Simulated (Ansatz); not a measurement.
A free-standing Janus 1T monolayer of FeBrI was relaxed with 4 functionals in the PAW code Ansatz, cell and atoms free, the symmetry of the start kept (meshes: PBE 12×12×1, r2SCAN 12×12×1, PBEsol 12×12×1, LDA 12×12×1). The calculation is spin-unpolarised, and the structure need not be a phase that has been made.

The LDA result:
```
Fe Br I
1.0
     3.63452    0.00000    0.00000
    -1.81726    3.14759    0.00000
     0.00000    0.00000   30.04008
Fe Br I
1 1 1
Direct
  0.00000 0.00000 0.29967
  0.33333 0.66667 0.34291
  0.66667 0.33333 0.25622
```
The sheet repeats along a and b alone.

The sheet's in-plane cell has a = 3.635 Å, b = 3.635 Å (γ = 120.0°), and its outermost atoms lie 2.60 Å apart along the normal. Around Fe lie 3 Br at 2.47 Å and 3 I at 2.47 Å; around Br lie 3 Fe at 2.47 Å; around I lie 3 Fe at 2.47 Å.

(1) Order the functionals by the relaxed area, smallest first.
A. PBE
B. LDA
C. PBEsol
D. r2SCAN

(2) What lattice does r2SCAN give?

(3) How does the cell change with PBE?

(4) Held at the r2SCAN cell, what mean stress do LDA and PBE find, and does its sign point to their own minimum?

Answers

(1) B (3.81 Å²/atom), C (3.90 Å²/atom), D (4.03 Å²/atom), A (4.05 Å²/atom).

(2) a = 3.734 Å; the area differs by +5.6 % from LDA's. Fe has 3 Br at 2.54 Å and 3 I at 2.59 Å; Br has 3 Fe at 2.54 Å; I has 3 Fe at 2.59 Å.

(3) a = 3.747 Å; the area differs by +6.3 % from LDA's. Around Fe lie 3 Br at 2.55 Å and 3 I at 2.55 Å; around Br lie 3 Fe at 2.55 Å; around I lie 3 Fe at 2.55 Å.

(4) Not in every case. LDA -4.00 N/m, and its relaxed area is -5.3 % from r2SCAN's; PBE -0.20 N/m, and its relaxed area is +0.7 % from r2SCAN's. Compression counts positive, so a positive stress asks for a larger cell. For PBE the signs differ: the stress is read with the atoms held, and they move too when that functional relaxes the cell.
